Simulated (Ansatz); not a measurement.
Input file for Ansatz (a program for electronic structure):

Ansatz 0.2 input:
```yaml
crystal:
  lattice:
    - [3.8206309951, 0.0, 0.0]
    - [0.0, 3.8206309951, 0.0]
    - [0.0, 0.0, 3.8206309951]
  atoms:
    - { symbol: Ti, position: [0.0, 0.0, 0.0] }
    - { symbol: Rh, position: [0.0, 0.5, 0.5] }
    - { symbol: Rh, position: [0.5, 0.0, 0.5] }
    - { symbol: Rh, position: [0.5, 0.5, 0.0] }
kpoints:
  mp_grid: { grid: [8, 8, 8] }
  band_path:
    path:
      - [[0.0, 0.0, 0.0], [0.0, 0.5, 0.0], [0.5, 0.5, 0.0], [0.0, 0.0, 0.0], [0.5, 0.5, 0.5], [0.0, 0.5, 0.0]]  # Γ-X-M-Γ-R-X
      - [[0.5, 0.5, 0.5], [0.5, 0.5, 0.0]]  # R-M
    npoints: 12
hamiltonian:
  xc: r2scan
  pseudopotentials: { kind: paw }
magnetization: { noncollinear: true, spin_orbit: true }
scf:
  n_extra_bands: 13
  convergence: { dr2_threshold: 0.0000000001 }
  occupations: { method: gaussian, width: 0.05 }
output: { eigenvalues: true }
```

Output (shortened):

```
Pseudopotential: Ti, paw_fr, valence charge 12
Pseudopotential: Rh, paw_fr, valence charge 17
Functional definition: r2SCAN
non-collinear run that drives no moment, with spin-orbit …
Crystal: 4 atoms, lattice volume = 55.771 Å³
Basis set: ecut = 500 eV, 1365 PW (Γ), exchange–correlation on 120×120×120 points (64 copies of the dense FFT grid, shifted against one another)
Bands: 76, of which v1, the nominal top of the filled ones, is band 63 counted from 1 (62 counted from 0)
Symmetry: 48 space group operations + 48 with time reversal
k-points: 35 of 512
Projection manifold: j_resolved (fully-relativistic pseudo-atomic orbitals)
SCF iter   1: F=—  HF=-21738.578693 eV  |F-HF|=—  |Δ(HF+E_count)|=         —  Δρ=3.24e-1  dr2=1.04e2  dr2_τ=7.68e-1  dr2_m=0.00e0 (ungated)  ethr=3.10e-3  |M|=0.00e0 ∫|m|=0.00e0 μB  |m|>n=0.0e0 m-floor=0.0e0 τ_xc=0.0e0  β_m=0.30  ⟨swp⟩=6.7  Hψ=5718  notcnv=0  defer=2
preconditioner: auto → Kerker (q_TF=auto, 2.784 Å⁻¹)
spin=Noncollinear: Kerker preconditioning applied to the charge; magnetization (m_x, m_y, m_z) channels mix plain (no charge-response kernel on spin).
SCF iter   2: F=—  HF=-21731.823004 eV  |F-HF|=—  |Δ(HF+E_count)|=    6.76e0  Δρ=1.06e-1  dr2=6.46e0  dr2_τ=7.82e-1  dr2_m=0.00e0 (ungated)  ethr=3.10e-3  |M|=0.00e0 ∫|m|=0.00e0 μB  |m|>n=0.0e0 m-floor=0.0e0 τ_xc=0.0e0  β_m=0.27  ⟨swp⟩=3.2  Hψ=2750  notcnv=0  defer=218
SCF iter   3: F=—  HF=-21731.735906 eV  |F-HF|=—  |Δ(HF+E_count)|=   8.71e-2  Δρ=6.73e-2  dr2=1.97e0  dr2_τ=1.83e-2  dr2_m=0.00e0 (ungated)  ethr=3.10e-3  |M|=0.00e0 ∫|m|=0.00e0 μB  |m|>n=0.0e0 m-floor=0.0e0 τ_xc=0.0e0  β_m=0.43  ⟨swp⟩=2.2  Hψ=1663  notcnv=0  defer=246
SCF iter   4: F=—  HF=-21731.752912 eV  |F-HF|=—  |Δ(HF+E_count)|=   1.70e-2  Δρ=5.63e-2  dr2=3.08e0  dr2_τ=2.80e-2  dr2_m=0.00e0 (ungated)  ethr=3.10e-3  |M|=0.00e0 ∫|m|=0.00e0 μB  |m|>n=0.0e0 m-floor=0.0e0 τ_xc=0.0e0  β_m=0.59  ⟨swp⟩=3.5  Hψ=2549  notcnv=0  defer=244
SCF iter   5: F=—  HF=-21731.548789 eV  |F-HF|=—  |Δ(HF+E_count)|=   2.04e-1  Δρ=2.28e-2  dr2=5.35e-1  dr2_τ=9.79e-4  dr2_m=0.00e0 (ungated)  ethr=3.10e-3  |M|=0.00e0 ∫|m|=0.00e0 μB  |m|>n=0.0e0 m-floor=0.0e0 τ_xc=0.0e0  β_m=0.74  ⟨swp⟩=2.2  Hψ=1539  notcnv=0  defer=246
SCF iter   6: F=—  HF=-21731.517180 eV  |F-HF|=—  |Δ(HF+E_count)|=   3.16e-2  Δρ=8.08e-3  dr2=7.09e-2  dr2_τ=1.60e-4  dr2_m=0.00e0 (ungated)  ethr=8.49e-4  |M|=0.00e0 ∫|m|=0.00e0 μB  |m|>n=0.0e0 m-floor=0.0e0 τ_xc=0.0e0  β_m=0.76  ⟨swp⟩=2.1  Hψ=1541  notcnv=0  defer=242
SCF iter   7: F=—  HF=-21731.511370 eV  |F-HF|=—  |Δ(HF+E_count)|=   5.81e-3  Δρ=1.41e-3  dr2=2.21e-3  dr2_τ=5.35e-6  dr2_m=0.00e0 (ungated)  ethr=1.13e-4  |M|=0.00e0 ∫|m|=0.00e0 μB  |m|>n=0.0e0 m-floor=0.0e0 τ_xc=0.0e0  β_m=0.88  ⟨swp⟩=2.2  Hψ=1601  notcnv=0  defer=232
SCF iter   8: F=—  HF=-21731.511263 eV  |F-HF|=—  |Δ(HF+E_count)|=   1.08e-4  Δρ=1.99e-4  dr2=2.64e-5  dr2_τ=2.07e-7  dr2_m=0.00e0 (ungated)  ethr=3.51e-6  |M|=0.00e0 ∫|m|=0.00e0 μB  |m|>n=0.0e0 m-floor=0.0e0 τ_xc=0.0e0  β_m=0.94  ⟨swp⟩=1.9  Hψ=1441  notcnv=0  defer=232
SCF iter  14: F=-21731.511268 eV  HF=-21731.511268 eV  |F-HF|=1.46e-11  |Δ(HF+E_count)|=  6.18e-11  Δρ=1.45e-7  dr2=1.82e-11  dr2_τ=1.94e-13  dr2_m=0.00e0 (ungated)  ethr=1.00e-12  |M|=0.00e0 ∫|m|=0.00e0 μB  |m|>n=0.0e0 m-floor=0.0e0 τ_xc=0.0e0  ⟨swp⟩=7.9  Hψ=3980  notcnv=0
SCF 1 converged in 14 iterations: F = -21731.511268 eV  dr2 = 1.82e-11
NSCF: frozen V_eff on 74 k-points
SCF converged after 14 iterations
Magnetization: |M| = 0.0000 μB,  M = (+0.0000, +0.0000, +0.0000) μB
Absolute magnetization: 0.0000 μB (∫|m|)
  site 0: m = (+0.0000, +0.0000, +0.0000) μB, |m| = 0.0000 μB  (R = 1.11 Å)
  site 1: m = (+0.0000, +0.0000, +0.0000) μB, |m| = 0.0000 μB  (R = 1.11 Å)
  site 2: m = (+0.0000, +0.0000, +0.0000) μB, |m| = 0.0000 μB  (R = 1.11 Å)
  site 3: m = (+0.0000, +0.0000, +0.0000) μB, |m| = 0.0000 μB  (R = 1.11 Å)
Free energy (F): -21731.511268 eV
Harris-Foulkes:  -21731.511268 eV  (|F-HF|=1.46e-11)
Internal energy: -21731.506323 eV  (E = F + TS)
E sigma→0 (E₀):  -21731.508796 eV
Entropy (-TS):   -0.004945 eV (-1.236 meV/atom)
Fermi energy:    20.443285 eV
--- Per-component energies (eV) ---
  E_band       = -471.733334
  E_kinetic    = 1995.291183
  E_local      = -5571.586243  (includes V_loc(G=0)·N_el)
  E_nonlocal   = 1067.959151
  E_hartree    = 2022.431258
  E_xc         = -745.950428
  E_vxc        = -1079.794347  (∫ρ·V_xc dr)
  E_paw        = -11845.595612  (= ΣΔE_a)
  E_vpaw       = -1002.096602  (= ΣTr[D̂ρ^β])
  E_aug_tail   = 0.002382  (compensation charges beyond the density's cutoff)
  E_vtau       = 73.628444  (kinetic-family band-sum trace: ∫τ·v_τ [+ j·A + Jᵃ·Aᵃ] dr)
  E_ewald      = -8652.694414
  E_core_change = -1.363599  (= ΣΔE_core)
  E_smearing   = -0.004945  (= −TS)
  E_closure    =  0.000000  (closes the sum)
  Σ components = -21731.511268   (vs F -21731.511268, Δ=0.00e0)
  [band-id]    e_kinetic+e_local+e_nonlocal+2·e_hartree+e_vxc+e_vpaw+e_augmentation_tail+e_vtau = -471.733516   (vs E_band -471.733334, Δ=-1.82e-4)
--- Band table (eV; the first three rows and the last of 35) ---
  k-point 0: bands = ["-60.2087", "-60.2087", "-60.0912", "-60.0912", "-60.0912", "-60.0912", "-38.9468", "-38.9468", "-29.9859", "-29.9859", "-29.9859", "-29.9859", "-29.7195", "-29.7195", "-26.3090", "-26.3090", "-26.1789", "-26.1789", "-26.1789", …
  k-point 1: bands = ["-60.2048", "-60.2048", "-60.0951", "-60.0951", "-60.0912", "-60.0912", "-38.9470", "-38.9470", "-29.9856", "-29.9856", "-29.9767", "-29.9767", "-29.7282", "-29.7282", "-26.2965", "-26.2965", "-26.1754", "-26.1754", "-26.1708", …
  k-point 2: bands = ["-60.1937", "-60.1937", "-60.1061", "-60.1061", "-60.0911", "-60.0911", "-38.9474", "-38.9474", "-29.9850", "-29.9850", "-29.9512", "-29.9512", "-29.7526", "-29.7526", "-26.2672", "-26.2672", "-26.1587", "-26.1587", "-26.1481", …
  k-point 34: bands = ["-60.1297", "-60.1297", "-60.1297", "-60.1297", "-60.1297", "-60.1297", "-38.9445", "-38.9445", "-29.9135", "-29.9135", "-29.9110", "-29.9110", "-29.9110", "-29.9110", "-26.3104", "-26.3104", "-26.2550", "-26.2550", "-26.0495", …
```

Cost: very roughly 4 core-minutes on shared cores.

Space group Pm-3m (Cu3Au type). The workflow started from an entry of the Crystallography Open Database (COD). Whether it is the stable phase at ambient conditions was not checked. The r²SCAN relaxation kept the symmetry of its start; whether a distortion lowers the energy is not shown. No spin polarisation was allowed.

Potentials: the later of the program's two PAW sets.

Ansatz is a plane-wave DFT program.
